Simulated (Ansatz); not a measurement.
This is a known allotrope of Y, reached from a generated start. Known forms of Y include space group No. 194.

One stationary structure of Y. Space group Im-3m (No. 229), bcc (W type). Computed with r2SCAN (plane waves to 500 eV, PAW, scalar-relativistic; Ansatz, a program for electronic structure).

Space group Im-3m (No. 229); a = b = c = 4.067 Å, α = β = γ = 90.00°

| atom | site | symmetry | x | y | z |
|---|---|---|---|---|---|
| Y | 2a | m-3m | 0.0000 | 0.0000 | 0.0000 |
(The calculation used a cell of 1 atom; values per cell refer to that cell.)

- Volume per atom: 33.63 Å³
- Band gap: no gap (metallic)
- Shortest distances: Y–Y 3.52 Å
- k-mesh: 16×16×16

Band energies at high-symmetry points (eV from the Fermi level; labels of this space group; no spin-orbit coupling), from −5 eV up to 3.4 eV:

```tsv
point	energies
Γ	1.93 1.93 1.93
H	-1.55 -1.55
N	-2.01 0.36 0.54
P	-0.19 -0.19 -0.19
```

No spin polarisation in the result.

The run could not lower the symmetry of its start; a shaken copy of this end point relaxes with r2SCAN to P6₃/mmc (No. 194), 0.10 eV/atom lower.
